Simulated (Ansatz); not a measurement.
Consider the following.

SiGeO3:
```
SiGeO3
1.0
    3.38944     0.00000     0.00000
    0.00000     3.38944     0.00000
    0.00000     0.00000     4.28360
Si Ge O
1 1 3
Cartesian
  1.69472   1.69472   2.57410
  0.00000   0.00000   0.62648
  0.00000   1.69472   2.06808
  1.69472   0.00000   2.06808
  1.69472   1.69472   4.18698
```

This is the LDA-relaxed structure.

### Question
All from the program Ansatz at the LDA level (PAW), unless another level is named. Predict the smallest direct gap on the standard path.

### Answer
2.43 eV.

### Question
Next, the band gap?

### Answer
1.63 eV (indirect).

### Question
Predict the hole effective mass.

### Answer
0.25, 0.49, 1.9 mₑ (principal values).

### Question
Give the formation energy from the elements (no fitted shifts).

### Answer
-1.99 eV/atom.

### Question
What about the conduction-band minimum?

### Answer
at Z.

Space group P4mm. The start of the workflow was typed in or built on a structure type; neither database checked (COD, Materials Project) lists it. Whether it is the stable phase at ambient conditions was not checked. The LDA relaxation kept the symmetry of its start. At this level the phase is dynamically unstable (imaginary phonons). A crystal of weakly bound units computed without a dispersion correction: the cell and the soft elastic constants depend strongly on that. The references are the lowest solids computed at this level, not always the standard phases (solids in place of the gases). Spin–orbit coupling is left out wherever it is not named.

Potentials: the earlier of the program's two PAW sets. The files were generated under PBE; for other functionals the program regenerates the frozen cores, and for LDA and PBEsol the local potential too.
